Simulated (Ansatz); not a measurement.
Si2BSb:
```cif
data_BSbSi2
_chemical_formula_sum 'B1 Sb1 Si2'
_space_group_name_H-M_alt 'P 1'
_space_group_IT_number 1
_cell_length_a 6.74299
_cell_length_b 6.74299
_cell_length_c 6.74299
_cell_angle_alpha 31.599
_cell_angle_beta 31.599
_cell_angle_gamma 31.599
loop_
_space_group_symop_operation_xyz
  'x, y, z'
loop_
_atom_site_label
_atom_site_type_symbol
_atom_site_fract_x
_atom_site_fract_y
_atom_site_fract_z
_atom_site_occupancy
B1 B 0.98941 0.98941 0.98941 1
Sb1 Sb 0.10998 0.10998 0.10998 1
Si1 Si 0.51379 0.51379 0.51379 1
Si2 Si 0.63685 0.63685 0.63685 1
```

Relaxed with PBEsol.

Q: Which orbitals make up the states near the Fermi level in the program Ansatz at the PBEsol level (PAW)?

A: Within 0.5 eV of the Fermi level: Si 3p 42 %, Sb 5p 23 %, B 2p 15 %, Si 3s 6 %, outside the projected shells 6 %. Projections are on Löwdin-orthogonalised atomic valence shells; empty p or d shells of many metals are not among them.

Q: Tabulate the density of states.

A: States/eV per cell of 4 atoms, in 0.25 eV bins, energy from the Fermi level.

```csv
E (eV),total,Si 3p,Sb 5p,B 2p
-7.85,0.80,0.17,0.18,0.08
-7.60,1.44,0.30,0.29,0.14
-7.35,1.87,0.42,0.41,0.18
-7.10,1.63,0.43,0.35,0.16
-6.85,1.30,0.40,0.24,0.13
-6.60,1.17,0.34,0.21,0.14
-6.35,1.10,0.32,0.19,0.14
-6.10,0.89,0.26,0.16,0.11
-5.85,0.77,0.22,0.15,0.10
-5.60,0.69,0.21,0.15,0.08
-5.35,0.66,0.21,0.17,0.07
-5.10,1.00,0.37,0.35,0.09
-4.85,1.43,0.61,0.44,0.18
-4.60,1.60,0.68,0.41,0.23
-4.35,1.72,0.73,0.39,0.33
-4.10,1.83,0.77,0.40,0.38
-3.85,1.87,0.77,0.41,0.40
-3.60,2.03,0.84,0.45,0.46
-3.35,2.30,0.94,0.52,0.56
-3.10,2.46,1.00,0.59,0.59
-2.85,2.45,1.04,0.58,0.58
-2.60,2.50,1.09,0.58,0.60
-2.35,2.26,0.98,0.50,0.57
-2.10,2.20,0.97,0.46,0.59
-1.85,2.17,0.95,0.45,0.60
-1.60,2.02,0.87,0.43,0.57
-1.35,1.78,0.76,0.38,0.52
-1.10,1.38,0.58,0.30,0.41
-0.85,0.86,0.38,0.20,0.22
-0.60,0.65,0.29,0.16,0.15
-0.35,0.50,0.23,0.13,0.10
-0.10,0.59,0.25,0.14,0.09
0.15,0.61,0.24,0.13,0.08
0.40,0.64,0.25,0.13,0.07
0.65,0.72,0.28,0.14,0.08
0.90,0.86,0.32,0.16,0.11
1.15,1.16,0.42,0.21,0.15
1.40,1.80,0.62,0.31,0.24
1.65,2.32,0.76,0.37,0.35
1.90,2.04,0.65,0.31,0.33
2.15,1.92,0.59,0.26,0.32
2.40,2.04,0.60,0.27,0.34
2.65,2.17,0.67,0.32,0.34
2.90,2.56,0.81,0.41,0.39
3.15,2.85,0.95,0.54,0.37
3.40,3.23,1.12,0.70,0.38
3.65,2.98,0.99,0.62,0.39
3.90,2.70,0.87,0.54,0.39
4.15,2.33,0.78,0.43,0.34
4.40,2.59,0.92,0.42,0.36
4.65,2.33,0.85,0.37,0.34
```

Space group R3m. The start of the workflow was typed in or built on a structure type; neither database checked (COD, Materials Project) lists it. Its standing as an ambient phase is unchecked. The cell was relaxed with PBEsol under the symmetry of its start; whether a distortion lowers the energy is not shown. The volume moved by 18 % from the start of the relaxation. Its formation energy is positive at this level, so the cell may be metastable or incomplete. Spin–orbit coupling is left out wherever it is not named.

Potentials: the earlier of the program's two PAW sets. The files were generated under PBE; for other functionals the program regenerates the frozen cores, and for LDA and PBEsol the local potential too.
